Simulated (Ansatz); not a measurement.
InPd (CsCl type, Pm-3m) at seven volumes, the program Ansatz at the LDA level (PAW), scaled uniformly. One row is withheld.

```
V (Å³/atom)  P (GPa)
-----------  -------
15.113             ?
15.612         11.09
16.110          4.99
16.608          0.00
17.106         -4.10
17.605         -7.39
18.103        -10.00
```

**Question.** Fit the shown pressures and predict the withheld one.

**Answer.** P = (3/2)B₀(x^(7/2) − x^(5/2))[1 + (3/4)(B′ − 4)(x − 1)] with x = (V₀/V)^(2/3). Least squares on the six rows gives V₀ = 16.606 Å³/atom, B₀ = 150 GPa, B′ = 5.91. At V = 15.113, x = 1.0648 and P = 18.65 GPa. The run itself gave 18.46 GPa.

Symmetry was held in the LDA relaxation; of distortions, only those at the zone centre were tested. The run is not spin-polarised.

Potentials: the later of the program's two PAW sets.
